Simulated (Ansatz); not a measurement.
Ag₃Au:
```
Ag3Au
1.0
    4.01017     0.00000     0.00000
    0.00000     4.01017     0.00000
    0.00000     0.00000     4.01017
Ag Au
3 1
Direct
  0.50000   0.00000   0.50000
  0.00000   0.50000   0.50000
  0.50000   0.50000   0.00000
  0.00000   0.00000   0.00000
```

Relaxed with LDA. Special points in fractions of this cell's reciprocal vectors: Γ (0.000, 0.000, 0.000); X (0.000, 0.500, 0.000); M (0.500, 0.500, 0.000); R (0.500, 0.500, 0.500).

### Question
List the band energies nearest the Fermi level at these points for plane-wave PAW LDA (Ansatz code).

### Answer
In eV from the Fermi level; about four levels below and three above (degenerate sets whole), none deeper than 8.9 eV; … stands for higher levels left out; points with the same levels are listed once.

```tsv
k	below	above
Γ	-2.52 -2.52 -2.09 -2.09 -2.09	1.35 1.35 1.35
X	-3.38 -2.98 -2.66 -2.10	6.01 6.01 6.28
M	-3.48 -3.48 -0.79 -0.55 -0.55	0.16 9.17 9.50 9.50
R	-0.75 -0.75 -0.75 -0.67	2.29 …
```

Space group Pm-3m (Cu3Au type). The first step of the workflow began from a Materials Project structure, measured or hypothetical; the Crystallography Open Database copy checked does not list it. Its standing as an ambient phase is unchecked. Symmetry was held in the LDA relaxation; its stability against distortions is not shown here. No spin polarisation was allowed. Spin–orbit coupling is left out wherever it is not named.

Potentials: the later of the program's two PAW sets.
